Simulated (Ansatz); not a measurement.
**Two-dimensional strain map in Cu**

Level of theory: DFT LDA, scalar-relativistic, plane waves, PAW (Ansatz). Settings: plane waves to 420 eV, k-mesh 22×22×22 (Γ-centred), Gaussian smearing 0.15 eV. No spin polarisation. Energies are free energies at this smearing, counted from the undisturbed cell; pressure is positive in compression.

The starting cell (as given, not relaxed at this level; it stands at -12.5 GPa):

```xyz
1
Lattice="0.0000 1.8075 1.8075 1.8075 0.0000 1.8075 1.8075 1.8075 0.0000" Properties=species:S:1:pos:R:3 pbc="T T T"
Cu    0.0000    0.0000    0.0000
```

The cell is strained by p along both x and y and by q along z, fractional coordinates fixed. Points are written (p, q). At -13 GPa the given cell is far from its own equilibrium, so these figures belong to a strongly strained crystal.

Energy above the undisturbed cell in meV/atom (a dash: not computed):

| p \ q | -0.030 | -0.015 | 0.000 | 0.015 | 0.030 |
| --- | --- | --- | --- | --- | --- |
| -0.030 | -38.4 | -38.5 | -35.0 | -28.1 | -18.0 |
| 0.000 | -22.1 | – | 0.0 | – | ? |
| 0.030 | 34.6 | – | ? | – | 117.6 |

Task: Fill in the withheld energies.

Result: (0.000, 0.030): 32.7; (0.030, 0.000): 72.0.